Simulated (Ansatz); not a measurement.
Harmonic vibrational thermodynamics of Li (bcc (W type), space group No. 229) at fixed volume, DFT-r²SCAN in the program Ansatz with PAW potentials. The rows extrapolate the 0 K crystal and know nothing of melting or changes of phase.

```
T (K)  F_vib (meV/atom)  S (J/K per mol of atoms)  C_V (J/K per mol of atoms)
-----  ----------------  ------------------------  --------------------------
50                  [?]                       [?]                         4.2
100                37.7                       [?]                         [?]
200                23.9                       [?]                         [?]
300                -0.3                      27.5                        22.6
400               -32.5                      34.2                        23.6
600              -114.0                      43.9                        24.3
800              -212.7                      50.9                        24.6
1000             -324.2                      56.5                        24.7
```

**Question.** Some entries are withheld; supply them.

**Answer.** 
- 100, C_V (J/K per mol of atoms): 12.2
- 100, S (J/K per mol of atoms): 7.4
- 50, S (J/K per mol of atoms): 1.9
- 50, F_vib (meV/atom): 40.0
- 200, S (J/K per mol of atoms): 18.8
- 200, C_V (J/K per mol of atoms): 20.1

Space group Im-3m (bcc (W type)). The r²SCAN relaxation kept the symmetry of its start; phonons on a q-mesh show no instability.

Potentials: the later of the program's two PAW sets.
